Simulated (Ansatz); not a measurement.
The elements of this relaxed trial crystal are hidden behind letters.

```
lattice vectors (Å)
   4.1691    0.0000    0.0000
  -2.0845    3.6105    0.0000
   0.0000    0.0000    7.4408
fractional positions
X 0.3333 0.6667 0.0000
X 0.6667 0.3333 0.0000
X 0.0000 0.0000 0.8244
X 0.0000 0.0000 0.1756
Z 0.0000 0.0000 0.5000
```

All numbers below come from DFT PBE, scalar-relativistic, plane waves, PAW in Ansatz. The final run on the 5-atom cell used 420 eV, a Γ-centred 12×12×6 mesh, 0.10 eV smearing and no spin polarisation.

| Quantity | Value |
| --- | --- |
| Space group | P6/mmm (No. 191) |
| Conventional cell | a = 4.169 Å, c = 7.441 Å |
| Volume per atom | 22.40 Å³ |
| Density | 2.19 g/cm³ |
| Energy over the elements | +0.39 eV/atom |
| Gap on the 12×12×6 mesh of the 5-atom cell | 0 eV (a metal) |

Energies are uncorrected and count from the elements' standard states at the same level.

Question: X is a p-block element of period 3 and Z is a p-block element of period 3. Which elements are they?

Answer: X = Si, Z = Cl, so the formula is Si4Cl. Density times volume gives a mean mass of 2.19 × 22.40/1.6605 = 29.5 u per atom, and this set has 29.6 u. Among the elements that the hints allow, noble gases aside, only these give it. Si on a site of symmetry -6m2 has 3 Si at 2.41 Å and 6 Si at 2.74 Å; Si on a site of symmetry 6mm is surrounded by 1 Cl at 2.41 Å and 7 Si at 2.61–2.74 Å; around Cl lie 2 Si at 2.41 Å.

The cell is a metal run without spin; a magnetic state may lie lower. A structure relaxed within its symmetry needn't be a true minimum. Another cell of Si4Cl relaxed alike, in P-1, lies 0.32 eV/atom lower, so this cell isn't the stable form at this level.
